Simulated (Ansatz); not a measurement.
NaGeAu:
```yaml
crystal:
  lattice:
    - [-2.20678, 3.62383, 3.74078]
    - [2.20678, -3.62383, 3.74078]
    - [2.20678, 3.62383, -3.74078]
  atoms:
    - { symbol: Na, position: [0.59275, 0.59275, 0.00000] }
    - { symbol: Na, position: [0.22049, 0.72049, 0.50000] }
    - { symbol: Ge, position: [0.64576, 0.32254, 0.32321] }
    - { symbol: Ge, position: [0.99933, 0.32254, 0.67679] }
    - { symbol: Au, position: [0.19980, 0.99977, 0.20003] }
    - { symbol: Au, position: [0.79973, 0.99977, 0.79997] }
```

Relaxed with PBEsol.

Q: Give the Bader charges and basin volumes of the independent atoms, DFT-PBEsol in the program Ansatz with PAW potentials.

A: 

```tsv
atom	Bader charge (e)	Bader volume (Å³)
Na1	+0.81	9.1
Na2	+0.81	9.1
Ge3	+0.01	21.8
Au5	-0.82	29.0
```

Space group Imm2. The workflow started from an entry of the Crystallography Open Database (COD). Its standing as an ambient phase is unchecked. Symmetry was held in the PBEsol relaxation; its stability against distortions is not shown here. Spin–orbit coupling is left out wherever it is not named.

Potentials: the later of the program's two PAW sets.
